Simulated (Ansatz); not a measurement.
Ge (diamond)

Space group Fd-3m, origin choice 1 (No. 227); a = b = c = 5.762 Å, α = β = γ = 90.00°

| atom | site | symmetry | x | y | z |
|---|---|---|---|---|---|
| Ge | 8a | -43m | 0.0000 | 0.0000 | 0.0000 |
(The calculation used a cell of 2 atoms; values per cell refer to that cell.)

Two coordinates are scanned: the volume, and the ratio of the stretch along z (the conventional c axis) to the stretch across it. Atoms keep their fractional coordinates.

Calculation: PBE (plane waves to 420 eV, PAW, scalar-relativistic; Ansatz, a program for electronic structure). k mesh 14×14×14 (Γ-centred), Fermi-Dirac smearing 0.05 eV. E stands for the smeared free energy. With partly filled bands, the response to shear is sensitive to the k mesh, so small differences along c/a are uncertain. Ge was relaxed with its symmetry unable to fall. The PAW data are Ansatz's earlier set. ΔE is measured from the relaxed starting cell.

Predict the ΔE (meV/atom) at all points of the grid V/V₀ = 0.960, 0.980, 1.000, 1.020, 1.040 by (c/a)/(c/a)₀ = 0.920, 0.960, 1.000, 1.040, 1.080.

ΔE (meV/atom), with V/V₀ across and (c/a)/(c/a)₀ down:

```tsv
(c/a)/(c/a)₀ \ V/V₀	0.960	0.980	1.000	1.020	1.040
0.920	28	22	21	22	27
0.960	13	7	5	7	12
1.000	8	2	0	2	7
1.040	13	7	5	7	12
1.080	29	23	21	23	27
```

(A scan under strain: stresses follow from slopes of the energy per volume, elastic moduli from its curvatures.)
